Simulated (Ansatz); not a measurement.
Given:

FeAgO2:
```
CELL_PARAMETERS angstrom
      1.40574     0.81161     6.30245
     -1.40574     0.81161     6.30245
      0.00000    -1.62321     6.30245
ATOMIC_POSITIONS crystal
  Fe 0.50000 0.50000 0.50000
  Ag 0.00000 0.00000 0.00000
  O  0.88594 0.88594 0.88594
  O  0.11406 0.11406 0.11406
```
The run is spin-polarised.

This is the PBEsol-relaxed structure.

**Question.** All from PBEsol (plane waves, PAW; program Ansatz), unless another level is named. Estimate the magnetic order.

**Answer.** ferromagnetic.

**Question.** Next, the Bader charges?

**Answer.** Fe +1.48, Ag +0.41, O -0.95 e.

Space group R-3m. The workflow started from a Materials Project entry (that database holds measured and hypothetical structures alike); the Crystallography Open Database files this formula in space group No. 166, but the cells were not matched. Its standing as an ambient phase is unchecked. Symmetry was held in the PBEsol relaxation; its stability against distortions is not shown here. Magnetic state: ferromagnetic, chosen from 5 collinear starts compared on coarse meshes (ties went to the first, and starts can fall back to one state), not a proven ground state. No Hubbard U is applied.

Potentials: the later of the program's two PAW sets.
